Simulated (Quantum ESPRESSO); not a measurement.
Al2In3HfPt2, input and log of a self-consistent run

A calculation, not a measurement. The program is pw.x of Quantum ESPRESSO 7.5 (plane-wave density functional theory). The cell is made up: eight metal atoms on a hexagonal close-packed lattice, with elements, volume, strain and displacements drawn at random and not relaxed, so it may be unstable or far from any real phase. PseudoDojo standard norm-conserving files set the functional (PBE unless stated); there is no spin polarisation or spin-orbit coupling, the Fermi-Dirac width of 0.25 eV means electrons at about 2900 K, and the masses in the input are unused placeholders. Heavy elements are run without spin-orbit coupling, which real alloys of them have. A spin test at this wide smearing found no moment, but such smearing suppresses magnetism that the real alloy may have.

Input:

```
&control calculation='scf', pseudo_dir='./dojo.nc.sr.pbe.v0_5.standard.upf', outdir='./o', disk_io='minimal', tprnfor=.true., tstress=.true. /
&system ibrav=0, nat=8, ntyp=4, nbnd=59, ecutwfc=84.00895049, nosym=.true., tot_charge=0,
 occupations='smearing', smearing='fd', degauss=0.0183746611
/
&electrons conv_thr=1.470e-08, electron_maxstep=70, mixing_beta=0.5 /
ATOMIC_SPECIES
Al 1.0 Al.upf
Hf 1.0 Hf.upf
In 1.0 In.upf
Pt 1.0 Pt.upf
CELL_PARAMETERS angstrom
-0.0034 -0.0283 -4.9762
0.0649 5.4688 0.0301
6.2592 0.0743 0.0038
ATOMIC_POSITIONS angstrom
Al -0.0086 0.0305 -0.0381
In 3.1587 -0.005 -0.1074
In 1.5242 2.7024 -0.0213
Hf 4.7568 2.7896 0.0627
Al 0.1194 1.7651 -2.3826
Pt 3.192 1.8288 -2.418
Pt 1.6386 4.5398 -2.4074
In 4.8334 4.6096 -2.3495
K_POINTS automatic
5 4 4 1 1 1
```

The log is shortened where brackets say so; the opening notice, blank lines, dates and the lines on written files are dropped, and the path of the files is cut. It prints rydbergs, bohrs and kilobars, and counts compression as positive stress. Its total energy is the free energy E - TS of the whole cell.

```
     Program PWSCF v.7.5
     Parallel version (MPI & OpenMP), running on       4 processor cores
     Number of MPI processes:                 4
     Threads/MPI process:                     1
     [start-up lines left out]
     bravais-lattice index     =            0
     lattice parameter (alat)  =       9.4038  a.u.
     unit-cell volume          =    1149.2920 (a.u.)^3
     number of atoms/cell      =            8
     number of atomic types    =            4
     number of electrons       =        93.00
     number of Kohn-Sham states=           59
     kinetic-energy cutoff     =      84.0090  Ry
     charge density cutoff     =     336.0358  Ry
     scf convergence threshold =      1.5E-08
     mixing beta               =       0.5000
     number of iterations used =            8  plain     mixing
     Exchange-correlation= PBE
                           (   1   4   3   4   0   0   0)
     [axes and pseudopotential details left out]
   Cartesian axes
     site n.     atom                  positions (alat units)
         1        Al     tau(   1) = (  -0.0017282   0.0061291  -0.0076563  )
         2        In     tau(   2) = (   0.6347511  -0.0010048  -0.0215824  )
         3        In     tau(   3) = (   0.3062930   0.5430561  -0.0042803  )
         4        Hf     tau(   4) = (   0.9558945   0.5605792   0.0125998  )
         5        Al     tau(   5) = (   0.0239938   0.3547026  -0.4787912  )
         6        Pt     tau(   6) = (   0.6414428   0.3675033  -0.4859050  )
         7        Pt     tau(   7) = (   0.3292820   0.9122876  -0.4837749  )
         8        In     tau(   8) = (   0.9712875   0.9263141  -0.4721397  )
     number of k points=    40  Fermi-Dirac smearing, width (Ry)=  0.0184
                       cart. coord. in units 2pi/alat
        k(    1) = (   0.0980975   0.1131327  -0.1007121), wk =   0.0500000
        k(    2) = (   0.2968843   0.1107743  -0.1008345), wk =   0.0500000
     [further k points left out]
     Dense  grid:   119551 G-vectors     FFT dimensions: (  60,  64,  72)
     Estimated max dynamical RAM per process >     338.79 MB
     Estimated total dynamical RAM >       1.24 GB
     Initial potential from superposition of free atoms
     starting charge      92.9813, renormalised to      93.0000
     Starting wfcs are   65 randomized atomic wfcs
     total cpu time spent up to now is        4.9 secs
     per-process dynamical memory:   256.8 Mb
     Self-consistent Calculation
     iteration #  1     ecut=    84.01 Ry     beta= 0.50
     Davidson diagonalization with overlap
     ethr =  1.00E-02,  avg # of iterations =  3.6
     Threshold (ethr) on eigenvalues was too large:
     Diagonalizing with lowered threshold
     Davidson diagonalization with overlap
     ethr =  4.10E-04,  avg # of iterations =  3.1
     total cpu time spent up to now is       24.3 secs
     total energy              =   -1043.08021696 Ry
     estimated scf accuracy    <       0.42615749 Ry
     iteration #  2     ecut=    84.01 Ry     beta= 0.50
     Davidson diagonalization with overlap
     ethr =  4.58E-04,  avg # of iterations =  4.2
     total cpu time spent up to now is       35.2 secs
     total energy              =   -1043.07106557 Ry
     estimated scf accuracy    <       1.56294449 Ry
     iteration #  3     ecut=    84.01 Ry     beta= 0.50
     Davidson diagonalization with overlap
     ethr =  4.58E-04,  avg # of iterations =  2.0
     total cpu time spent up to now is       44.0 secs
     total energy              =   -1043.25176656 Ry
     estimated scf accuracy    <       0.03028457 Ry
     iteration #  4     ecut=    84.01 Ry     beta= 0.50
     Davidson diagonalization with overlap
     ethr =  3.26E-05,  avg # of iterations =  7.0
     total cpu time spent up to now is       55.1 secs
     total energy              =   -1043.25409277 Ry
     estimated scf accuracy    <       0.03914294 Ry
     iteration #  5     ecut=    84.01 Ry     beta= 0.50
     Davidson diagonalization with overlap
     ethr =  3.26E-05,  avg # of iterations =  2.0
     total cpu time spent up to now is       63.7 secs
     total energy              =   -1043.25860075 Ry
     estimated scf accuracy    <       0.01292368 Ry
     [iterations 6 to 7 left out]
     iteration #  8     ecut=    84.01 Ry     beta= 0.50
     Davidson diagonalization with overlap
     ethr =  1.21E-07,  avg # of iterations =  2.8
     total cpu time spent up to now is       90.8 secs
     total energy              =   -1043.26050235 Ry
     estimated scf accuracy    <       0.00001286 Ry
     iteration #  9     ecut=    84.01 Ry     beta= 0.50
     Davidson diagonalization with overlap
     ethr =  1.38E-08,  avg # of iterations =  3.6
     total cpu time spent up to now is      100.0 secs
     total energy              =   -1043.26050491 Ry
     estimated scf accuracy    <       0.00000110 Ry
     iteration # 10     ecut=    84.01 Ry     beta= 0.50
     Davidson diagonalization with overlap
     ethr =  1.18E-09,  avg # of iterations =  4.1
     total cpu time spent up to now is      110.7 secs
     total energy              =   -1043.26050517 Ry
     estimated scf accuracy    <       0.00000046 Ry
     iteration # 11     ecut=    84.01 Ry     beta= 0.50
     Davidson diagonalization with overlap
     ethr =  4.90E-10,  avg # of iterations =  2.0
     total cpu time spent up to now is      119.1 secs
     total energy              =   -1043.26050524 Ry
     estimated scf accuracy    <       0.00000004 Ry
     iteration # 12     ecut=    84.01 Ry     beta= 0.50
     Davidson diagonalization with overlap
     ethr =  4.72E-11,  avg # of iterations =  2.0
     total cpu time spent up to now is      127.8 secs
     End of self-consistent calculation
     [lines on levels left out]
!    total energy              =   -1043.26050524 Ry
     estimated scf accuracy    <          9.5E-09 Ry
     smearing contrib. (-TS)   =      -0.07016439 Ry
     internal energy E=F+TS    =   -1043.19034085 Ry
     The total energy is F=E-TS. E is the sum of the following terms:
     one-electron contribution =    -403.39764781 Ry
     hartree contribution      =     253.92270664 Ry
     xc contribution           =    -247.86049305 Ry
     ewald contribution        =    -645.85490663 Ry
     convergence has been achieved in  12 iterations
     Forces acting on atoms (cartesian axes, Ry/au):
     atom    1 type  1   force =     0.00865200   -0.01264378    0.01180423
     atom    2 type  3   force =    -0.01821132    0.01477595    0.02392332
     atom    3 type  3   force =     0.02000602    0.02000490    0.01496069
     atom    4 type  2   force =    -0.01494045   -0.03355119    0.01137822
     atom    5 type  1   force =     0.01559659   -0.01270110   -0.01796087
     atom    6 type  4   force =     0.01604781    0.01259752   -0.00448441
     atom    7 type  4   force =    -0.02451397    0.01520337   -0.00205088
     atom    8 type  3   force =    -0.00263668   -0.00368568   -0.03757029
     Total force =     0.086202     Total SCF correction =     0.000357
     Computing stress (Cartesian axis) and pressure
          total   stress  (Ry/bohr**3)                   (kbar)     P=      -82.29
  -0.00058908   0.00004808  -0.00000066          -86.66        7.07       -0.10
   0.00004808  -0.00046472  -0.00000469            7.07      -68.36       -0.69
  -0.00000066  -0.00000469  -0.00062435           -0.10       -0.69      -91.85
     init_run     :      4.32s CPU      4.47s WALL (       1 calls)
     electrons    :    121.65s CPU    122.98s WALL (       1 calls)
     forces       :      1.70s CPU      1.72s WALL (       1 calls)
     stress       :      5.89s CPU      6.05s WALL (       1 calls)
     [timing details left out]
     PWSCF        :   2m13.95s CPU   2m15.67s WALL
     JOB DONE.
```

In other units: free energy -14194.282 eV for the cell, pressure -8.23 GPa, largest force component 0.966 eV/Å in size. The run took 138 s of wall time with four MPI processes on a shared machine (Intel Xeon, 2023 or later, virtual cores), so the time is rough. A rerun of this cell at a higher cutoff and on a denser mesh moved values by no more than 0.003 eV in energy, 0.06 GPa in stress and 0.011 eV/Å in force, and a second program with other atomic files agreed on that cell to 2 % rms in force and 0.5 GPa in pressure.